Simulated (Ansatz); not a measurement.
Harmonic vibrational thermodynamics of C (diamond, space group No. 227) at fixed volume, the program Ansatz at the r²SCAN level (PAW). The rows extrapolate the 0 K crystal and know nothing of melting or changes of phase.

| T (K) | F_vib (meV/atom) | S (J/K per mol of atoms) | C_V (J/K per mol of atoms) |
|---|---|---|---|
| 50 | 183.5 | … | … |
| 100 | 183.5 | 0.1 | 0.2 |
| 200 | … | … | 2.3 |
| 300 | 181.6 | 2.3 | 6.1 |
| 400 | 178.1 | 4.6 | 10.1 |
| 600 | 163.0 | 9.9 | 15.9 |
| 800 | 137.0 | 15.0 | 19.1 |
| 1000 | 101.2 | … | … |

Problem. Complete the blanks.

Solution. 
- 1000, C_V (J/K per mol of atoms): 21.0
- 1000, S (J/K per mol of atoms): 19.5
- 200, F_vib (meV/atom): 183.1
- 200, S (J/K per mol of atoms): 0.7
- 50, C_V (J/K per mol of atoms): 0.0
- 50, S (J/K per mol of atoms): 0.0

Space group Fd-3m (diamond). Symmetry was held in the r²SCAN relaxation; phonons on a q-mesh show no instability.

Potentials: the later of the program's two PAW sets.
